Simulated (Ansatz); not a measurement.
TeW in space group P6_3/m (No. 176; W on 6h, Te on 6h) under volume change, DFT-PBE+D3(BJ) in the program Ansatz with PAW potentials, shape and atoms relaxed at each volume.

| V (Å³/atom) | E − E(relaxed) (meV/atom) | P (GPa) |
|---|---|---|
| 23.518 | 30.7 | 4.87 |
| 24.293 | ___ | ___ |
| 25.069 | ___ | ___ |
| 25.844 | 0.0 | 0.00 |
| 26.619 | 2.1 | -0.84 |
| 27.395 | 7.7 | -1.43 |

Complete the blanks.


- 24.293, E − E(relaxed) (meV/atom): 12.3
- 24.293, P (GPa): 2.81
- 25.069, E − E(relaxed) (meV/atom): 2.8
- 25.069, P (GPa): 1.21

What does a third-order Birch–Murnaghan fit give for V₀, B₀ and B′?

V₀ = 25.86 Å³/atom, B₀ = 33.3 GPa, B′ = 9.6.

The start of the workflow was typed in or built on a structure type; neither database checked (COD, Materials Project) lists it. Its standing as an ambient phase is unchecked. Symmetry was held in the PBE+D3(BJ) relaxation; its stability against distortions is not shown here. The run is not spin-polarised. Scalar-relativistic: spin–orbit coupling is off unless named, which matters more the heavier the elements.

Potentials: the earlier of the program's two PAW sets.
